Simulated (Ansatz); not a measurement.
Consider a crystal of BeGe6F3 in space group Im-3m (No. 229), with Be on 2a; Ge on 12e; F on 6b.

Level of theory: DFT PBE, scalar-relativistic, plane waves, PAW in Ansatz. Cutoff 420 eV, Γ-centred mesh, Gaussian smearing, no spin polarisation.

Energies over the elements count from the elements' standard structures at the same level (F₂ as a molecule), with no fitted energy shifts.

Question: Give the relaxed lattice parameters and positions.

Answer:

Space group Im-3m (No. 229). a = 8.603 Å, b = 8.603 Å, c = 8.603 Å, α = 90.00°, β = 90.00°, γ = 90.00°
| atom | site | symmetry | x | y | z |
| --- | --- | --- | --- | --- | --- |
| Be | 2a | m-3m | 0.0000 | 0.0000 | 0.0000 |
| Ge | 12e | 4m.m | 0.7473 | 0.0000 | 0.0000 |
| F | 6b | 4/mm.m | 0.5000 | 0.0000 | 0.0000 |

Around Be lie 6 Ge at 2.17 Å; around Ge lie 1 F at 2.13 Å and 1 Be at 2.17 Å; around F lie 2 Ge at 2.13 Å. Another local minimum with the same sites may exist.

Question: Where does its energy lie, and is it a metal?

Answer: The energy over the elements is −0.02 eV/atom and the gap on the 6×6×6 mesh of the 10-atom cell is 0 eV (a metal). The formation energy is too near zero to say whether this cell lies below the elements.

The last run used Gaussian smearing of 0.10 eV. For metals, differences of a few meV/atom aren't resolved. An odd number of electrons in the primitive cell allows no gap without spin; a larger cell or a magnetic state could open one. A structure relaxed within its symmetry needn't be a true minimum.
